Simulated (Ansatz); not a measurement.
V2InC:
```xyz
8
Lattice="2.9855 0.0000 0.0000 -1.4927 2.5855 0.0000 0.0000 0.0000 13.4377" Properties=species:S:1:pos:R:3 pbc="T T T"
V      0.0000     1.7237     1.0467
V      1.4927     0.8618    12.3909
V      1.4927     0.8618     7.7656
V      0.0000     1.7237     5.6721
In     0.0000     1.7237    10.0783
In     1.4927     0.8618     3.3594
C      0.0000     0.0000     0.0000
C      0.0000     0.0000     6.7188
```

Relaxed with PBEsol. Special points in fractions of this cell's reciprocal vectors: Γ (0.000, 0.000, 0.000); M (0.500, 0.000, 0.000); K (0.333, 0.333, 0.000); A (0.000, 0.000, 0.500); L (0.500, 0.000, 0.500); H (0.333, 0.333, 0.500).

List the band energies nearest the Fermi level at these points for plane-wave PAW PBEsol with spin–orbit coupling (Ansatz code).

In eV from the Fermi level; about four levels below and three above (degenerate sets whole), none deeper than 8.9 eV; points with the same levels are listed once.

```json
[
 {"k": "Γ", "below": "-0.32 -0.32 -0.29 -0.29", "above": "0.46 0.46 0.46 0.46"},
 {"k": "M", "below": "-1.72 -1.72 -1.70 -1.70", "above": "0.87 0.87 0.97 0.97"},
 {"k": "K", "below": "-1.54 -1.54 -1.22 -1.22", "above": "0.26 0.26 0.51 0.51"},
 {"k": "A", "below": "-0.30 -0.30 -0.30 -0.30", "above": "0.49 0.49 0.49 0.49 0.49 0.49 0.49 0.49"},
 {"k": "L", "below": "-1.71 -1.71 -1.71 -1.71", "above": "0.95 0.95 0.95 0.95"},
 {"k": "H", "below": "-0.47 -0.47 -0.43 -0.43", "above": "0.31 0.31 0.33 0.33"}
]
```

Space group P6_3/mmc. The first step of the workflow began from a Materials Project structure, measured or hypothetical; the Crystallography Open Database copy checked does not list it. Its standing as an ambient phase is unchecked. The cell was relaxed with PBEsol under the symmetry of its start; of distortions, only those at the zone centre were tested. No spin polarisation was allowed.

Potentials: the later of the program's two PAW sets.
